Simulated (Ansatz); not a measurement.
An Ansatz (an electronic-structure program) run. Input:

Ansatz 0.2 input:
```yaml
crystal:
  lattice:
    - [7.7711382726, 0.0, 0.0]
    - [-3.8855691363, 6.7300031604, 0.0]
    - [0.0, 0.0, 5.6334268649]
  atoms:
    - { symbol: Si, position: [0.0825064432, 0.5707705963, 0.1961705558] }
    - { symbol: Si, position: [0.4292294037, 0.5117358469, 0.1961705558] }
    - { symbol: Si, position: [0.4882641531, 0.9174935568, 0.1961705558] }
    - { symbol: Si, position: [0.5707705963, 0.0825064432, 0.6961705558] }
    - { symbol: Si, position: [0.5117358469, 0.4292294037, 0.6961705558] }
    - { symbol: Si, position: [0.9174935568, 0.4882641531, 0.6961705558] }
    - { symbol: Si, position: [0.9140795619, 0.167520355, 0.9887900333] }
    - { symbol: Si, position: [0.832479645, 0.7465592068, 0.9887900333] }
    - { symbol: Si, position: [0.2534407932, 0.0859204381, 0.9887900333] }
    - { symbol: Si, position: [0.167520355, 0.9140795619, 0.4887900333] }
    - { symbol: Si, position: [0.7465592068, 0.832479645, 0.4887900333] }
    - { symbol: Si, position: [0.0859204381, 0.2534407932, 0.4887900333] }
    - { symbol: N, position: [0.3442428298, 0.3895063027, 0.468896202] }
    - { symbol: N, position: [0.6104936973, 0.9547365272, 0.468896202] }
    - { symbol: N, position: [0.0452634728, 0.6557571702, 0.468896202] }
    - { symbol: N, position: [0.3895063027, 0.3442428298, 0.968896202] }
    - { symbol: N, position: [0.9547365272, 0.6104936973, 0.968896202] }
    - { symbol: N, position: [0.6557571702, 0.0452634728, 0.968896202] }
    - { symbol: N, position: [0.0, 0.0, 0.9895881117] }
    - { symbol: N, position: [0.0, 0.0, 0.4895881117] }
    - { symbol: N, position: [0.9960434951, 0.3151209072, 0.7351010866] }
    - { symbol: N, position: [0.6848790928, 0.6809225879, 0.7351010866] }
    - { symbol: N, position: [0.3190774121, 0.0039565049, 0.7351010866] }
    - { symbol: N, position: [0.3151209072, 0.9960434951, 0.2351010866] }
    - { symbol: N, position: [0.6809225879, 0.6848790928, 0.2351010866] }
    - { symbol: N, position: [0.0039565049, 0.3190774121, 0.2351010866] }
    - { symbol: N, position: [0.6666666667, 0.3333333333, 0.6396982552] }
    - { symbol: N, position: [0.3333333333, 0.6666666667, 0.1396982552] }
kpoints:
  mp_grid: { grid: [4, 4, 4] }
hamiltonian:
  xc: pbesol
  pseudopotentials: { azcp: { folder: ./paw }, kind: paw }
scf:
  occupations: { method: fixed }
phonons:
  method: dfpt
  response_accuracy: low
  qmesh: [2, 2, 2]
  interpolated_qmesh: [8, 8, 10]
  dielectric: true
  rigid_motions: translations
  temperatures: { t_max: 1000, t_step: 50 }
  qpath:
    path:
      - [[0.0, 0.0, 0.0], [0.5, 0.0, 0.0], [0.3333333333, 0.3333333333, 0.0], [0.0, 0.0, 0.0], [0.0, 0.0, 0.5], [0.5, 0.0, 0.5], [0.3333333333, 0.3333333333, 0.5], [0.0, 0.0, 0.5]]  # Γ-M-K-Γ-A-L-H-A
      - [[0.5, 0.0, 0.5], [0.5, 0.0, 0.0]]  # L-M
      - [[0.3333333333, 0.3333333333, 0.5], [0.3333333333, 0.3333333333, 0.0], [0.3333333333, 0.3333333333, -0.5]]  # H-K-H_2
    npoints: 8
```

Output (shortened):

```
WARN phonons: the dynamical matrix that this run interpolates holds no multipole term above the dipole-dipole one, and a site of this crystal is no centre of …
Pseudopotential: Si, paw, valence charge 4
Pseudopotential: N, paw, valence charge 5
Functional definition: PBEsol
Crystal: 28 atoms, lattice volume = 294.627 Å³
Basis set: ecut = 420 eV, 5701 PW (Γ), exchange–correlation on 108×108×80 points (8 copies of the dense FFT grid, shifted against one another)
Bands: 92, of which v1, the nominal top of the filled ones, is band 64 counted from 1 (63 counted from 0)
Symmetry: 6 space group operations
k-points: 36 of 64 (irreducible under 1 space group operation, time reversal used)
SCF 1 converged in 13 iterations: F = -13547.628715 eV  dr2 = 1.55e-11
── the response to a field inside a basis, on 4×4×6 k-points: an SCF that follows is theirs, and a resumed run solves both again ──
Crystal: 28 atoms, lattice volume = 294.627 Å³
Bands: 65, of which v1, the nominal top of the filled ones, is band 64 counted from 1 (63 counted from 0)
k-points: 30 of 96 (irreducible under 2 space group operations, time reversal used)
SCF 1 converged in 5 iterations: F = -13546.864788 eV  dr2 = 7.32e-8
WARN: phonon interpolation: 36 periodic images of 36 blocks of the force constants (a block to an ordered pair of atoms and a translation) lie up to 6.07e-3 Å …
SCF converged after 13 iterations
Free energy (F): -13547.628715 eV
Harris-Foulkes:  -13547.628715 eV  (|F-HF|=2.18e-11)
Internal energy: -13547.628715 eV  (E = F + TS)
E sigma→0 (E₀):  -13547.628715 eV
Fermi energy:    7.825019 eV
--- Per-component energies (eV) ---
  E_band       = 92.715712
  E_kinetic    = 2654.568446
  E_local      = -4043.935210  (includes V_loc(G=0)·N_el)
  E_nonlocal   = 816.039957
  E_hartree    = 1413.957235
  E_xc         = -1638.780860
  E_vxc        = -1807.160421  (∫ρ·V_xc dr)
  E_paw        = -7954.074806  (= ΣΔE_a)
  E_vpaw       = -354.725942  (= ΣTr[D̂ρ^β])
  E_aug_tail   = 0.014449  (compensation charges beyond the density's cutoff)
  E_ewald      = -4796.246234
  E_core_change = 0.828309  (= ΣΔE_core)
  E_smearing   =  0.000000  (= −TS)
  E_closure    =  0.000000  (closes the sum)
  Σ components = -13547.628715   (vs F -13547.628715, Δ=0.00e0)
--- Band table (eV; the first three rows and the last of 36) ---
  k-point 0: bands = ["-10.2028", "-8.6154", "-8.6154", "-8.1578", "-8.1578", "-8.1095", "-8.0765", "-7.6937", "-6.8465", "-6.8465", "-6.6628", "-6.6628", "-6.4912", "-6.4563", "-6.3963", "-6.3012", "-1.5718", "-1.5718", "-1.1325", "-1.1325", "0.2147", …
  k-point 1: bands = ["-10.0152", "-8.7126", "-8.4551", "-8.4551", "-8.0483", "-8.0483", "-7.9645", "-7.5217", "-7.1383", "-7.1383", "-6.8948", "-6.8948", "-6.5160", "-6.4519", "-6.3568", "-6.2346", "-1.0481", "-1.0481", "-0.7131", "-0.7131", "0.1293", …
  k-point 2: bands = ["-9.4814", "-9.4814", "-8.0766", "-8.0766", "-8.0766", "-8.0766", "-7.6959", "-7.6959", "-7.3072", "-7.3072", "-7.3072", "-7.3072", "-6.4972", "-6.4972", "-6.2384", "-6.2384", "-0.1295", "-0.1295", "-0.1295", "-0.1295", "0.2148", …
  k-point 35: bands = ["-9.1635", "-9.1635", "-8.8294", "-8.8294", "-8.2048", "-8.2048", "-7.6786", "-7.6786", "-6.9780", "-6.9780", "-6.6794", "-6.6794", "-6.5508", "-6.5508", "-6.4551", "-6.4551", "-0.8721", "-0.8721", "-0.6203", "-0.6203", "0.0370", …
--- Phonons (Γ-DFPT): 16 representative perturbations + reference, on 36 of 64 k-points (Σ response iterations 57) ---
  ASR residual: 2.819e-4 → 0.000e0 eV/Å²; symmetrization residual: 6.198e-5 eV/Å²
  ASR residual per site (eV/Å²): 2.71e-5 2.68e-5 2.20e-5 2.20e-5 2.71e-5 2.68e-5 3.77e-5 3.51e-5 4.31e-5 4.31e-5 3.77e-5 3.51e-5 2.31e-4 2.65e-4 2.29e-4 2.29e-4 2.31e-4 2.65e-4 1.18e-4 1.18e-4 2.34e-4 2.82e-4 2.18e-4 2.18e-4 2.34e-4 2.82e-4 2.20e-4 2.20e-4
  Γ frequencies (cm⁻¹): 0.00 0.00 0.00 190.86 190.86 218.26 219.15 219.15 247.27 254.61 266.84 266.84 279.80 286.20 289.79 289.79 331.31 331.31 337.05 337.05 342.84 353.67 353.67 356.60 382.10 382.10 382.73 406.06 406.06 416.48 430.43 437.96 437.96 465.86 …
  ε∞ (high-frequency dielectric tensor):
        4.354026     0.000000     0.000000
        0.000000     4.354026     0.000000
        0.000000     0.000000     4.291453
  ε⁰ (static dielectric tensor: ions relaxed, cell fixed):
        8.360514     0.000000     0.000000
        0.000000     8.360514     0.000000
        0.000000     0.000000     8.093711
  ε⁰ − ε∞ (ionic part):
        4.006488     0.000000     0.000000
        0.000000     4.006488     0.000000
        0.000000     0.000000     3.802258
  softest optical mode at Γ: 190.86 cm⁻¹; the repairs (sum rule, projections) moved no ω² at Γ by more than (10.48 cm⁻¹)²
  Born effective charges Z* (e; rows j = field, columns β = displacement):
    site 0:
         3.42974   -0.33294    0.09849
        -0.17670    3.37545    0.07269
         0.26548    0.16506    3.27002
    site 1:
         3.16835    0.02578   -0.11219
         0.18202    3.63684    0.04895
        -0.27568    0.14738    3.27002
    site 2:
         3.60970    0.07279    0.01371
         0.22903    3.19549   -0.12164
         0.01021   -0.31244    3.27002
    site 3:
         3.60970   -0.07279    0.01371
        -0.22903    3.19549    0.12164
         0.01021    0.31244    3.27002
    site 4:
         3.42974    0.33294    0.09849
         0.17670    3.37545   -0.07269
         0.26548   -0.16506    3.27002
    site 5:
         3.16835   -0.02578   -0.11219
        -0.18202    3.63684   -0.04895
        -0.27568   -0.14738    3.27002
    site 6:
         3.37575    0.06262    0.43040
         0.00300    3.30249    0.24142
         0.12902    0.04480    3.39608
    site 7:
         3.34922   -0.01832   -0.42428
        -0.07793    3.32902    0.25203
        -0.10331    0.08934    3.39608
    site 8:
         3.29239    0.04512   -0.00613
        -0.01449    3.38585   -0.49345
        -0.02571   -0.13414    3.39608
    site 9:
         3.29239   -0.04512   -0.00613
         0.01449    3.38585    0.49345
        -0.02571    0.13414    3.39608
    site 10:
         3.37575   -0.06262    0.43040
        -0.00300    3.30249   -0.24142
         0.12902   -0.04480    3.39608
    site 11:
         3.34922    0.01832   -0.42428
         0.07793    3.32902   -0.25203
        -0.10331   -0.08934    3.39608
    site 12:
        -2.66346   -0.56584   -0.41960
        -0.60595   -2.13980    0.42344
        -0.41699    0.32915   -2.75579
    site 13:
        -2.77812    0.53975   -0.15692
         0.49964   -2.02515   -0.57510
        -0.07656   -0.52570   -2.75579
    site 14:
        -1.76332    0.08625    0.57651
         0.04614   -3.03995    0.15166
         0.49355    0.19655   -2.75579
    site 15:
        -1.76332   -0.08625    0.57651
        -0.04614   -3.03995   -0.15166
         0.49355   -0.19655   -2.75579
    site 16:
        -2.66346    0.56584   -0.41960
         0.60595   -2.13980   -0.42344
        -0.41699   -0.32915   -2.75579
    site 17:
        -2.77812   -0.53975   -0.15692
        -0.49964   -2.02515    0.57510
        -0.07656    0.52570   -2.75579
    site 18:
        -2.91493   -0.08054    0.00000
         0.08054   -2.91493    0.00000
         0.00000    0.00000   -1.69822
    site 19:
        -2.91493    0.08054    0.00000
        -0.08054   -2.91493    0.00000
         0.00000    0.00000   -1.69822
    site 20:
        -2.40411    0.55088    0.37770
         0.45387   -2.36267    0.30204
         0.35559    0.26247   -2.84072
    site 21:
        -1.93795   -0.18474   -0.45042
        -0.28175   -2.82882    0.17607
        -0.40510    0.17671   -2.84072
    site 22:
        -2.80810   -0.22062    0.07273
        -0.31764   -1.95867   -0.47811
         0.04952   -0.43918   -2.84072
    site 23:
        -2.80810    0.22062    0.07273
         0.31764   -1.95867    0.47811
         0.04952    0.43918   -2.84072
    site 24:
        -2.40411   -0.55088    0.37770
        -0.45387   -2.36267   -0.30204
         0.35559   -0.26247   -2.84072
    site 25:
        -1.93795    0.18474   -0.45042
         0.28175   -2.82882   -0.17607
        -0.40510   -0.17671   -2.84072
    site 26:
        -2.95516   -0.06555    0.00000
         0.06555   -2.95516    0.00000
         0.00000    0.00000   -1.51055
    site 27:
        -2.95516    0.06555    0.00000
        -0.06555   -2.95516    0.00000
         0.00000    0.00000   -1.51055
  Z* charge neutrality: 2.239e-2 e pre-enforcement
  solved inside a basis spanned on kpoints, on 4×4×6 k-points, taken by the longest dipole's decay: ε∞ is read to err by 1.8e-2, Z* by 3.9e-2 e (field_mesh …
  optical modes at Γ without the LO–TO term, one row a degenerate level:
      ω (cm⁻¹)  modes    IR ((D/Å)²/amu)
        190.86      2             0.0059
        218.26      1             0.0032
        219.15      2             0.4645
        247.27      1             0.1130
        254.61      1             0.0000
        266.84      2             1.1456
        279.80      1             2.7244
        286.20      1             0.0000
        289.79      2             2.1348
        331.31      2             0.7353
        337.05      2             5.1366
        342.84      1             0.6055
        353.67      2            10.8861
        356.60      1             0.0000
        382.10      2             0.9430
        382.73      1            13.1511
        406.06      2             0.0140
        416.48      1             0.0000
        430.43      1             0.0000
        437.96      2             9.4035
        465.86      2            31.6148
        479.79      1             8.5240
        493.55      1             0.0000
        526.66      1             0.0000
        547.37      1             0.2641
        548.77      2             0.1954
        581.88      2             2.8085
        598.21      1             0.0000
        655.51      1             1.3649
        663.29      2             1.7472
        671.89      1             4.7508
        676.57      2             0.3169
        680.69      1             0.0000
        694.74      1             0.0000
        833.97      2           253.7980
        837.28      1            91.6394
        849.77      2            58.4083
        856.11      2             4.1003
        867.99      2            68.9900
        876.18      1             0.0000
        878.68      1           160.9850
        890.43      2            18.1303
        893.26      1             0.0000
        900.38      2             6.1624
        908.63      2             2.3607
        912.21      2            90.8333
        928.60      1             1.3091
        935.01      2            11.1250
        955.94      2             1.4591
        969.65      1             0.0000
        996.19      1             1.2246
       1000.79      1             0.0000
       1004.78      2             1.5367
       1013.38      2             0.4734
  optical modes at Γ + LO–TO along q̂ = [1.0000, 0.0000, 0.0000]:
      ω (cm⁻¹)  modes    IR ((D/Å)²/amu)
        353.67      1             5.4431
        382.73      1            13.1511
        437.96      1             4.7017
        465.86      1            15.8074
        479.79      1             8.5240
        483.68      1             6.0464
        671.89      1             4.7508
        833.97      1           126.8990
        837.28      1            91.6394
        849.77      1            29.2041
        867.99      1            34.4950
        878.68      1           160.9850
        890.43      1             9.0651
        900.38      1             3.0812
        912.21      1            45.4166
        935.01      1             5.5625
       1098.31      1           275.4511
    and 64 stable rows of less than 1 % of the strongest line; every row is in the event stream and, under method: dfpt, the table optical_modes.tsv
  optical modes at Γ + LO–TO along q̂ = [0.0000, 1.0000, 0.0000]:
      ω (cm⁻¹)  modes    IR ((D/Å)²/amu)
        353.67      1             5.4431
        382.73      1            13.1511
        437.96      1             4.7017
        465.86      1            15.8074
        479.79      1             8.5240
        483.68      1             6.0464
        671.89      1             4.7508
        833.97      1           126.8990
        837.28      1            91.6394
        849.77      1            29.2041
        867.99      1            34.4950
        878.68      1           160.9850
        890.43      1             9.0651
        900.38      1             3.0812
        912.21      1            45.4166
        935.01      1             5.5625
       1098.31      1           275.4511
    and 64 stable rows of less than 1 % of the strongest line; every row is in the event stream and, under method: dfpt, the table optical_modes.tsv
  optical modes at Γ + LO–TO along q̂ = [0.0000, 0.0000, 1.0000]:
      ω (cm⁻¹)  modes    IR ((D/Å)²/amu)
        190.86      2             0.0059
        218.27      1             0.0007
        219.15      2             0.4645
        247.44      1             0.0215
        254.61      1             0.0000
        266.84      2             1.1456
        283.63      1             0.5976
        286.20      1             0.0000
        289.79      2             2.1348
        331.31      2             0.7353
        337.05      2             5.1366
        343.43      1             0.0959
        353.67      2            10.8861
        356.60      1             0.0000
        382.10      2             0.9430
        397.80      1             3.5702
        406.06      2             0.0140
        416.48      1             0.0000
        430.43      1             0.0000
        437.96      2             9.4035
        465.86      2            31.6148
        488.90      1             3.1268
        493.55      1             0.0000
        526.66      1             0.0000
        547.62      1             0.0958
        548.77      2             0.1954
        581.88      2             2.8085
        598.21      1             0.0000
        656.18      1             0.2019
        663.29      2             1.7472
        674.54      1             0.9258
        676.57      2             0.3169
        680.69      1             0.0000
        694.74      1             0.0000
        833.97      2           253.7980
        849.77      2            58.4083
        851.14      1             1.4724
        856.11      2             4.1003
        867.99      2            68.9900
        876.18      1             0.0000
        890.43      2            18.1303
        893.26      1             0.0000
        900.38      2             6.1624
        908.63      2             2.3607
        912.21      2            90.8333
        928.21      1             0.1378
        935.01      2            11.1250
        955.94      2             1.4591
        969.65      1             0.0000
        995.00      1             1.5860
       1000.79      1             0.0000
       1004.78      2             1.5367
       1013.38      2             0.4734
       1098.81      1           274.8267
  non-analytic LO–TO correction: the dipole-dipole term of the run's Born effective charges and high-frequency dielectric tensor (where they are solved with …
--- Phonons (arbitrary-q DFPT): 4 irreducible q on the 2×2×2 mesh ---
  q = [0.0000, 0.0000, 0.0000] (star 1, of the zone-centre solve; hermiticity 2.29e-6, symmetrization 1.24e-6):  0.00  0.00  0.00 190.86 190.86 218.26 219.15 219.15 247.27 254.61 266.84 266.84 279.80 286.20 289.79 289.79 331.31 331.31 337.05 337.05 342.84 …
  q = [0.0000, 0.0000, -0.5000] (star 1, 16 solved perturbations in 532 linear systems a pass and spin channel, the states on 36 of 64 k-point pairs; hermiticity 1.72e-6, symmetrization 8.78e-7): 174.64 174.64 174.64 174.64 223.33 223.33 234.11 234.11 234.11 …
  q = [0.0000, -0.5000, 0.0000] (star 3, 42 solved perturbations on 36 of 64 k-point pairs; hermiticity 1.72e-6, symmetrization 9.21e-15): 126.62 137.04 145.50 159.70 178.81 217.72 226.03 243.80 252.92 258.05 263.17 271.76 280.42 281.97 282.63 299.17 307.42 …
  q = [0.0000, -0.5000, -0.5000] (star 3, 42 solved perturbations on 36 of 64 k-point pairs; hermiticity 1.71e-6, symmetrization 9.45e-15): 184.75 184.75 193.09 193.09 233.73 233.73 243.75 243.75 274.25 274.25 290.85 290.85 301.04 301.04 314.79 314.79 321.60 …
  sum rule: each row above includes the acoustic sum rule's correction from the zone centre's row sums; it moved no ω² by more than (2.44 cm⁻¹)²
  mesh force constants: q→R imaginary residual 2.51e-17; ASR residual 2.819e-4 → 0.000e0 eV/Å²; symmetrization residual 4.974e-14 eV/Å²
  interpolated dispersion: 84 rows × 84 modes
  density of states and harmonic sums: on the 8×8×10 q-mesh, interpolated from the force constants of a 2×2×2 supercell (with the dipole–dipole term)
  largest difference from the sums on the solved wave vectors: F 6.35e-2 eV, S 9.62e-5 and C_V 3.12e-5 eV/K
  zero-point energy: 3.153223 eV/cell   skipped modes (ω ≤ 0): 3   left out of the sums: 5.58e-5 of the cell's modes …
```

Cost: about 2.2 core-hours (a rough figure) on shared cores.

Space group P31c. The first step of the workflow began from a Materials Project structure, measured or hypothetical; the Crystallography Open Database files this formula in space group No. 159, but the cells were not matched. It is not the phase usual at ambient conditions (space group No. 176). The cell was relaxed with PBEsol under the symmetry of its start.

Potentials: the earlier of the program's two PAW sets. The files were generated under PBE; for other functionals the program regenerates the frozen cores, and for LDA and PBEsol the local potential too.

Ansatz is a plane-wave DFT program.
